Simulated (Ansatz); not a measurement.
CdF₂ (fluorite, Fm-3m), plane-wave PAW PBE (Ansatz code). The conduction-band minimum lies at Γ, with 1 equivalent valley. Second derivatives d²E/dk² of the lowest band at one valley (eV·Å²), along Cartesian directions:

| direction | d²E/dk² |
|---|---|
| [100] | 20.07 |
| [010] | 20.07 |
| [001] | 20.07 |
| [110] | 20.08 |
| [101] | 20.08 |
| [011] | 20.08 |

Question: Find the principal effective masses, the density-of-states mass and the conductivity mass.

Answer: Off-diagonal terms follow from H_xy = H[110] − (H_xx + H_yy)/2, and m*/mₑ = 7.620 eV·Å² over each eigenvalue: 0.38, 0.38, 0.38. One valley's DOS mass (m₁m₂m₃)^(1/3) = 0.38, conductivity mass 3/(Σ 1/mᵢ) = 0.38 mₑ.

Question: What effective density of states Nc follows at 300 K for parabolic valleys?

Answer: Nc = 2.509e19 × 1 × (0.38)^(3/2) ≈ 5.9e18 cm⁻³.

Symmetry was held in the PBE relaxation. Spin–orbit coupling is left out wherever it is not named.

Potentials: the earlier of the program's two PAW sets.

Edges and masses are those of Kohn–Sham bands, whose gap is no quasiparticle gap.
